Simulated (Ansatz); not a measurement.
Given:

ZnS:
```
ZnS
1.0
    3.59018     0.00000     0.00000
   -1.79509     3.10918     0.00000
    0.00000     0.00000     5.88004
Zn S
2 2
Direct
  0.00000   0.00000   0.00000
  0.00000   0.00000   0.50000
  0.33333   0.66667   0.25000
  0.66667   0.33333   0.75000
```

This is the r²SCAN-relaxed structure. Tensor components refer to the Cartesian frame of this cell.

Task: All from DFT-r²SCAN in the program Ansatz with PAW potentials, unless another level is named. Estimate the bulk modulus (Birch–Murnaghan fit).

Result: 97.5 GPa.

Task: What about the elastic constants (relaxed ions, GPa)?

Result: C11 = 142, C12 = 87.7, C13 = 58.1, C33 = 188, C44 = 0.3.

Space group P6_3/mmc (NiAs type). The start of the workflow was typed in or built on a structure type; neither database checked (COD, Materials Project) lists it. It is not the phase usual at ambient conditions (space group No. 186, 216). Symmetry was held in the r²SCAN relaxation; whether a distortion lowers the energy is not shown.

Potentials: the earlier of the program's two PAW sets.
